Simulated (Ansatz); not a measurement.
Consider the following.

LuTlTe$_{2}$:
```cif
data_Lu3Te6Tl3
_chemical_formula_sum 'Lu3 Tl3 Te6'
_space_group_name_H-M_alt 'R-3m :H'
_space_group_IT_number 166
_space_group_name_Hall '-R 3 2"'
_cell_length_a 4.37411
_cell_length_b 4.37411
_cell_length_c 24.48561
_cell_angle_alpha 90.000
_cell_angle_beta 90.000
_cell_angle_gamma 120.000
loop_
_atom_site_label
_atom_site_type_symbol
_atom_site_symmetry_multiplicity
_atom_site_Wyckoff_symbol
_atom_site_fract_x
_atom_site_fract_y
_atom_site_fract_z
_atom_site_occupancy
Lu1 Lu 3 b 0.00000 0.00000 0.50000 1
Tl1 Tl 3 a 0.00000 0.00000 0.00000 1
Te1 Te 6 c 0.00000 0.00000 0.23615 1
```
(The calculation used a cell of 4 atoms; values per cell refer to that cell.)

This is the r²SCAN-relaxed structure.

Task: All from r²SCAN (plane waves, PAW; program Ansatz), unless another level is named. Predict the formation energy from the elements (no fitted shifts).

Result: -1.18 eV/atom.

Task: Give the band gap.

Result: 0.90 eV (indirect).

Task: Next, the smallest direct gap on the standard path?

Result: 1.90 eV.

Task: What about the valence-band maximum?

Result: at T.

The workflow started from a Materials Project entry (that database holds measured and hypothetical structures alike); the Crystallography Open Database copy checked does not list it. Its standing as an ambient phase is unchecked. The r²SCAN relaxation kept the symmetry of its start; its stability against distortions is not shown here. The references are the lowest solids computed at this level, not always the standard phases. Spin–orbit coupling is left out wherever it is not named.

Potentials: the later of the program's two PAW sets.
